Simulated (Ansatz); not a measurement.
# BaLi₂S₂ under compression: one row to predict

The structure comes from a generated guess, relaxed at this level; another structure or a mixture of phases may lie lower.

Method: DFT PBE, scalar-relativistic, plane waves, PAW (Ansatz 0.2.0). The final run on the 5-atom cell used 420 eV, a Γ-centred 6×6×4 mesh, 0.02 eV smearing and no spin polarisation.

```cif
data_structure
_symmetry_space_group_name_H-M 'P-3m1'
_symmetry_Int_Tables_number 164
_cell_length_a 4.2988
_cell_length_b 4.2988
_cell_length_c 7.1362
_cell_angle_alpha 90.000
_cell_angle_beta 90.000
_cell_angle_gamma 120.000
_cell_volume 114.20
loop_
_atom_site_label
_atom_site_type_symbol
_atom_site_symmetry_multiplicity
_atom_site_Wyckoff_symbol
_atom_site_fract_x
_atom_site_fract_y
_atom_site_fract_z
_atom_site_occupancy
Ba1 Ba 1 a 0.00000 0.00000 0.00000 1
Li1 Li 2 d 0.66667 0.33333 0.61243 1
S1 S 2 d 0.66667 0.33333 0.27158 1
```

The cell was set to several volumes, with shape and atoms relaxed at each where symmetry leaves them free. Pressure is positive in compression, and energies count from the lowest row.

| row | V (Å³/atom) | P (GPa) | ΔE (meV/atom) | gap on mesh (eV) |
| --- | --- | --- | --- | --- |
| 1 | 20.100 | 6.20 | 47.6 | 2.57 |
| 2 | 20.785 | 4.29 | 25.3 | 2.64 |
| 3 | 21.470 | ? | ? | ? |
| 4 | 22.156 | 1.22 | 2.5 | 2.76 |
| 5 | 22.841 | -0.02 | 0.0 | 2.80 |
| 6 | 23.526 | -1.07 | 2.4 | 2.85 |
| 7 | 24.211 | -1.98 | 8.9 | 2.88 |
| 8 | 25.125 | -2.99 | 23.1 | 2.92 |

Question: Find B = −V·ΔP/ΔV from rows 4 and 6 and from rows 1 and 2, and from the two its slope B′ and its value B0 at zero pressure.

Answer: Rows 4 and 6 give −(22.156 + 23.526)/2 × (-1.07 − (1.22))/(23.526 − 22.156) = 38.2 GPa at a mean pressure of 0.07 GPa. Rows 1 and 2 give −(20.100 + 20.785)/2 × (4.29 − (6.20))/(20.785 − 20.100) = 57.0 GPa at a mean pressure of 5.25 GPa. So B′ = (57.0 − 38.2)/(5.25 − (0.07)) = 3.63 and B0 = 38.2 − 3.63 × (0.07) = 37.9 GPa. A third-order Birch–Murnaghan fit to all the energies gives B0 = 37.8 GPa and B′ = 3.9.

Question: Estimate the pressure and energy of row 3.

Answer: From row 5, V0 = 22.841 × (1 + (-0.02)/37.9) = 22.829 Å³/atom. Murnaghan's form P = (B0/B′)·[(V0/V)^B′ − 1] gives (37.9/3.63) × [(22.829/21.470)^3.63 − 1] = 2.61 GPa; the computed pressure is 2.64 GPa, so the estimate is off by -0.03 GPa. The work of compression from row 4, with the mean of the two pressures, gives ΔE = 2.5 + (2.61 + 1.22)/2 × (22.156 − 21.470)/160.2 × 1000 = 10.7 meV/atom (1 eV/Å³ = 160.2 GPa); the computed value is 10.6 meV/atom.

Question: Fit the gap against pressure through the other rows and estimate it at the computed pressure of row 3.

Answer: Over the 7 rows the mean pressure is 0.8071 GPa and the mean gap is 2.774 eV. The sums of products of deviations are S_xx = 67.78 and S_xy = -2.587, so the slope is -2.587/67.78 = -0.03817 (r = -1.00, rms misfit 0.00 eV). At 2.64 GPa the line gives 2.774 + (-0.03817) × (2.64 − 0.8071) = 2.70 eV. The computed value is 2.70 eV, so the line is off by 0.00 eV, no more than the largest miss among the fitted rows (0.01 eV).

Kohn–Sham gaps at this level usually fall short of measured ones. All volumes keep the k mesh of the relaxed cell. A later test with randomly moved atoms came back to the same energy, though modes that don't fit the test's cell weren't probed.
